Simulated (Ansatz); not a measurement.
Given:

BeS (zinc blende, F-43m), a = b = c = 4.8375 Å, α = β = γ = 90.00°; the cell used has 2 atoms.

This is the PBEsol-relaxed structure.

### Question
All from PBEsol in the plane-wave PAW code Ansatz, unless another level is named. Give the largest static χ(2) component.

### Answer
5.0 pm/V.

### Question
Predict the Born charges (a third of the trace).

### Answer
Be +1.58, S -1.58 e.

### Question
And the electronic dielectric constant ε∞ (DFPT)?

### Answer
5.38.

The PBEsol relaxation kept the symmetry of its start.

Potentials: the earlier of the program's two PAW sets. The files were generated under PBE; for other functionals the program regenerates the frozen cores, and for LDA and PBEsol the local potential too.
